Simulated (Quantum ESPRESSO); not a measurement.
# Band energies of WO₃

```xyz
8
Lattice="2.7391 -2.7407 0.0000 2.7391 2.7407 0.0000 0.0000 0.0000 7.6976" Properties=species:S:1:pos:R:3 pbc="T T T"
O      2.7391     0.0000     3.8488
O      2.7391     0.0000     0.0000
O      1.3732    -1.3356     1.9244
O      4.1050     1.3356     5.7732
O      1.3732     1.3356     5.7732
O      4.1050    -1.3356     1.9244
W      2.7391    -0.1419     5.7732
W      2.7391     0.1419     1.9244
```

PBEsol (pw.x of Quantum ESPRESSO, ONCV potentials, no spin-orbit coupling); path ΓXSRAZΓYX1A1TY,ZT; energies in eV from the valence-band maximum.

```csv
k (1/Å),point,band 28,band 29,band 30,band 31,band 32,band 33,band 34,band 35
0.00,Γ,-1.16,-1.15,-1.10,-1.06,-1.05,0.69,0.77,1.10
0.19,,-1.19,-1.18,-1.12,-1.12,-1.11,1.05,1.06,1.44
0.57,,-1.56,-0.81,-0.76,-0.75,-0.47,2.46,2.54,3.28
0.96,,-1.74,-0.17,-0.16,-0.08,-0.05,3.66,3.68,4.84
1.15,X,-1.75,-0.06,-0.05,0.00,0.00,3.82,3.88,5.09
1.35,,-1.70,-0.19,-0.18,-0.15,0.00,3.46,3.85,4.83
1.75,,-1.34,-1.26,-1.22,-1.13,-0.01,1.39,3.84,3.99
1.96,S,-1.81,-1.37,-1.10,-1.03,-0.01,0.77,3.84,3.90
2.16,,-1.82,-1.45,-1.34,-1.10,-0.13,1.44,3.60,3.90
2.36,R,-1.87,-1.59,-1.59,-0.53,-0.53,2.60,2.60,3.91
2.77,,-0.78,-0.76,-0.76,-0.45,-0.45,3.36,3.36,4.28
3.17,A,-0.57,-0.56,-0.56,-0.05,-0.05,4.36,4.36,4.39
3.50,,-0.66,-0.62,-0.62,-0.33,-0.33,3.90,3.90,4.00
3.83,,-1.04,-0.96,-0.96,-0.71,-0.71,2.80,2.80,3.10
4.16,,-1.69,-1.15,-1.15,-1.13,-1.13,1.36,1.36,2.62
4.32,Z,-1.48,-1.28,-1.28,-1.17,-1.17,1.12,1.12,2.58
4.73,Γ,-1.16,-1.15,-1.10,-1.06,-1.05,0.69,0.77,1.10
5.06,,-1.33,-1.31,-1.15,-1.02,-0.93,1.44,1.61,2.10
5.38,,-1.60,-0.66,-0.61,-0.55,-0.33,2.72,2.90,3.71
5.71,,-1.74,-0.14,-0.13,-0.06,-0.03,3.68,3.76,4.91
5.88,Y,-1.75,-0.06,-0.05,0.00,0.00,3.82,3.88,5.09
5.88,X1,-1.75,-0.06,-0.05,0.00,0.00,3.82,3.88,5.09
6.08,,-1.26,-0.13,-0.13,-0.06,-0.05,3.95,4.00,4.91
6.28,A1,-0.57,-0.56,-0.56,-0.05,-0.05,4.36,4.36,4.39
6.28,T,-0.57,-0.56,-0.56,-0.05,-0.05,4.36,4.36,4.39
6.69,Y,-1.75,-0.06,-0.05,0.00,0.00,3.82,3.88,5.09
6.69,Z,-1.48,-1.28,-1.28,-1.17,-1.17,1.12,1.12,2.58
6.86,,-1.68,-1.22,-1.22,-1.13,-1.13,1.43,1.43,2.64
7.18,,-1.02,-0.99,-0.99,-0.69,-0.69,2.86,2.86,3.17
7.51,,-0.64,-0.64,-0.64,-0.32,-0.32,3.89,3.89,4.03
7.84,T,-0.57,-0.56,-0.56,-0.05,-0.05,4.36,4.36,4.39
```

The PBEsol gap is indirect, 0.69 eV, from X to Γ; the smallest direct gap is 0.78 eV.

Without spin-orbit coupling, band edges of such heavy elements can be off by tenths of an eV.

Geometry of the Materials Project entry, not relaxed at this level.

The structure is a Materials Project entry; no match was found in the copy of COD used, and its stability was not checked.

Letters of k points follow the standard setting of the lattice, whose axes may be ordered differently from the printed cell.
